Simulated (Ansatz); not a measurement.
Profile along the Al–Al line in TiAl (CuAu type, space group P4/mmm)

TiAl (CuAu type, space group P4/mmm)

```
CELL_PARAMETERS angstrom
      2.81288     0.00000     0.00000
      0.00000     2.81288     0.00000
      0.00000     0.00000     4.05874
ATOMIC_POSITIONS crystal
  Al 0.50000 0.50000 0.50000
  Ti 0.00000 0.00000 0.00000
```

Fields along a shortest Al–Al line of a (001) plane (2.81 Å), from Al to Al, interpolated on the slice's grid (step about 0.1 Å). Calculation: r2SCAN (plane waves to 500 eV, PAW, scalar-relativistic; Ansatz, a program for electronic structure). k mesh 16×16×12. Inside the PAW spheres the values are not all-electron values, and peaks at nuclei hang on which shells count as valence. The PAW data are Ansatz's earlier set. TiAl is run without spin polarisation. TiAl was relaxed with its symmetry unable to fall.

```json
[
 {"distance from Al (Å)": "0.00", "valence electron density (e/Å³)": "0.05", "electron localisation function": "x"},
 {"distance from Al (Å)": "0.14", "valence electron density (e/Å³)": "0.05", "electron localisation function": "x"},
 {"distance from Al (Å)": "0.28", "valence electron density (e/Å³)": "0.06", "electron localisation function": "x"},
 {"distance from Al (Å)": "0.42", "valence electron density (e/Å³)": "0.08", "electron localisation function": "x"},
 {"distance from Al (Å)": "0.56", "valence electron density (e/Å³)": "0.12", "electron localisation function": "0.09"},
 {"distance from Al (Å)": "0.70", "valence electron density (e/Å³)": "0.17", "electron localisation function": "0.28"},
 {"distance from Al (Å)": "0.84", "valence electron density (e/Å³)": "0.21", "electron localisation function": "0.51"},
 {"distance from Al (Å)": "0.98", "valence electron density (e/Å³)": "0.23", "electron localisation function": "0.64"},
 {"distance from Al (Å)": "1.12", "valence electron density (e/Å³)": "0.23", "electron localisation function": "0.69"},
 {"distance from Al (Å)": "1.26", "valence electron density (e/Å³)": "0.23", "electron localisation function": "0.70"},
 {"distance from Al (Å)": "1.41", "valence electron density (e/Å³)": "0.23", "electron localisation function": "0.70"},
 {"distance from Al (Å)": "1.55", "valence electron density (e/Å³)": "0.23", "electron localisation function": "0.70"},
 {"distance from Al (Å)": "1.69", "valence electron density (e/Å³)": "0.23", "electron localisation function": "0.69"},
 {"distance from Al (Å)": "1.83", "valence electron density (e/Å³)": "0.23", "electron localisation function": "0.64"},
 {"distance from Al (Å)": "1.97", "valence electron density (e/Å³)": "0.21", "electron localisation function": "0.51"},
 {"distance from Al (Å)": "2.11", "valence electron density (e/Å³)": "0.17", "electron localisation function": "0.28"},
 {"distance from Al (Å)": "2.25", "valence electron density (e/Å³)": "0.12", "electron localisation function": "0.09"},
 {"distance from Al (Å)": "2.39", "valence electron density (e/Å³)": "0.08", "electron localisation function": "x"},
 {"distance from Al (Å)": "2.53", "valence electron density (e/Å³)": "0.06", "electron localisation function": "x"},
 {"distance from Al (Å)": "2.67", "valence electron density (e/Å³)": "0.05", "electron localisation function": "x"},
 {"distance from Al (Å)": "2.81", "valence electron density (e/Å³)": "0.05", "electron localisation function": "x"}
]
```

x: too close to a nucleus for the ELF to mean much.

Density on the Al–Al line (2.81 Å) at its midpoint: 0.23 e/Å³. ELF at that point: 0.70. ELF maximum in the middle third of the Al–Al line: 0.70, 1.4 Å from Al.
